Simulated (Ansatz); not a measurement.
SrO (rock salt), relaxed and computed with several functionals in Ansatz (plane waves, PAW).

| functional | a (Å) | gap (eV) | B₀ by P(V) fit (GPa) |
|---|---|---|---|
| PBE | 5.195 | 3.33 | 84.6 |
| LDA | 5.065 | 3.12 | 104 |
| r²SCAN | 5.160 | 3.80 | 93.6 |
| HSE06 | 5.154 | 4.79 | 92.6 |

All cells were relaxed under the symmetry of their starts (and spin orders); stability against distortions was not tested throughout. Spin–orbit coupling is left out wherever it is not named.

Potentials: the earlier of the program's two PAW sets. The files were generated under PBE; for other functionals the program regenerates the frozen cores, and for LDA and PBEsol the local potential too.

Ansatz (a first-principles code) is a plane-wave DFT program.
